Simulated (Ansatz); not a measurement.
MoS$_{2}$ in space group P6_3/mmc (No. 194; Mo on 2b, S on 4f), the program Ansatz at the r²SCAN+D4 level (PAW). The conduction-band minimum lies at K, with 2 equivalent valleys. Second derivatives d²E/dk² of the lowest band at one valley (eV·Å²), along Cartesian directions:

```tsv
direction	d²E/dk²
[100]	15.75
[010]	15.75
[001]	0.3160
[110]	15.75
[101]	8.040
[011]	8.040
```

### Question
Find the principal effective masses, the density-of-states mass and the conductivity mass.

### Answer
Off-diagonal terms follow from H_xy = H[110] − (H_xx + H_yy)/2, and m*/mₑ = 7.620 eV·Å² over each eigenvalue: 0.48, 0.48, 24. One valley's DOS mass (m₁m₂m₃)^(1/3) = 1.8, conductivity mass 3/(Σ 1/mᵢ) = 0.72 mₑ.

### Question
What effective density of states Nc follows at 300 K for parabolic valleys?

### Answer
Nc = 2.509e19 × 2 × (1.8)^(3/2) ≈ 1.2e20 cm⁻³.

### Question
With the computed static dielectric constant 11.7 (mean of the diagonal), estimate a hydrogenic donor's binding energy and radius.

### Answer
E = 13.606 eV × 0.72/11.7² ≈ 72 meV; a = 0.529 Å × ε/m* ≈ 8.6 Å. Semilocal masses tend to be too small where the gap is.

The first step of the workflow began from a Materials Project structure, measured or hypothetical. Its sites differ from those of the usual phase in this space group: another stacking or structure type. The r²SCAN+D4 relaxation kept the symmetry of its start; phonons on a q-mesh show no instability. No spin polarisation was allowed. Spin–orbit coupling is left out wherever it is not named.

Potentials: the earlier of the program's two PAW sets.
